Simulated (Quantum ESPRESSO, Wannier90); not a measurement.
**Wannierisation of Mg₂Si (Fm-3m)**

```xyz
3
Lattice="0.0000 3.1698 3.1698 3.1698 0.0000 3.1698 3.1698 3.1698 0.0000" Properties=species:S:1:pos:R:3 pbc="T T T"
Mg     1.5849     1.5849     1.5849
Mg    -1.5849    -1.5849    -1.5849
Si     0.0000     0.0000     0.0000
```

Materials Project entry mp-1367; symmetrised, unrelaxed at this level. COD (Crystallography Open Database) has an entry of this formula and space group (matched by these alone). Computed values, not measurements, from PBEsol: Quantum ESPRESSO (norm-conserving PseudoDojo potentials, cutoff 68 Ry, no spin polarisation, no spin-orbit coupling) on a Γ-centred 8×8×8 mesh, then Wannier90. Density: 8×8×8 mesh, cold smearing 0.01 Ry. The gap is small at this level and was sampled on the meshes and a path alone.

A tight-binding model is made by disentanglement and projection with no localisation steps (num_iter = 0), so the 12 orbitals stay atom-like: hydrogen-like Mg: s;p; Si: s;p, axes along x, y, z; frozen window up to 1.62 eV relative to the valence-band maximum. It follows pw.x to 8.1 meV rms for states up to 1.1 eV relative to the valence-band maximum. Matrix elements depend on this choice of orbitals and windows.

### Question
What are the on-site energies relative to the valence-band maximum, and how fast do the hoppings decay?

### Answer
| atom | orbitals | energy (eV) |
|---|---|---|
| Mg1 | s | 1.56 |
| Mg1 | pz px py | 5.37 |
| Mg2 | s | 1.56 |
| Mg2 | pz px py | 5.37 |
| Si3 | s | -4.47 |
| Si3 | pz px py | 2.25 |

| distance of the centres (Å) | largest modulus (eV) |
|---|---|
| 2–3 | 1.0 |
| 3–4 | 1.9 |
| 4–5 | 0.19 |
| 5–6 | 0.31 |
| 6–7 | 0.34 |
| 7–8 | 0.048 |
| 8–9 | 0.022 |
| 9–10 | 0.052 |
| 10–11 | 0.011 |
| 11–12 | 0.0073 |
| 12–13 | 0.0081 |
